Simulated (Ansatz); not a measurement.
ScTaPb2O6 in space group Fm-3m (No. 225; Sc on 4a, Ta on 4b, Pb on 8c, O on 24e), DFT-r²SCAN in the program Ansatz with PAW potentials. The conduction-band minimum lies at X, with 3 equivalent valleys. Second derivatives d²E/dk² of the lowest band at one valley (eV·Å²), along Cartesian directions:

| direction | d²E/dk² |
|---|---|
| [100] | 38.27 |
| [010] | 20.70 |
| [001] | 20.70 |
| [110] | 29.48 |
| [101] | 29.48 |
| [011] | 20.68 |

Problem. Find the principal effective masses, the density-of-states mass and the conductivity mass.

Solution. Off-diagonal terms follow from H_xy = H[110] − (H_xx + H_yy)/2, and m*/mₑ = 7.620 eV·Å² over each eigenvalue: 0.20, 0.37, 0.37. One valley's DOS mass (m₁m₂m₃)^(1/3) = 0.30, conductivity mass 3/(Σ 1/mᵢ) = 0.29 mₑ.

Problem. What effective density of states Nc follows at 300 K for parabolic valleys?

Solution. Nc = 2.509e19 × 3 × (0.30)^(3/2) ≈ 1.2e19 cm⁻³.

The workflow started from a Materials Project entry (that database holds measured and hypothetical structures alike); the Crystallography Open Database copy checked does not list it. Its standing as an ambient phase is unchecked. Symmetry was held in the r²SCAN relaxation; whether a distortion lowers the energy is not shown. No spin polarisation was allowed. Spin–orbit coupling is left out wherever it is not named.

Potentials: the later of the program's two PAW sets.

Edges and masses are those of Kohn–Sham bands, whose gap is no quasiparticle gap.
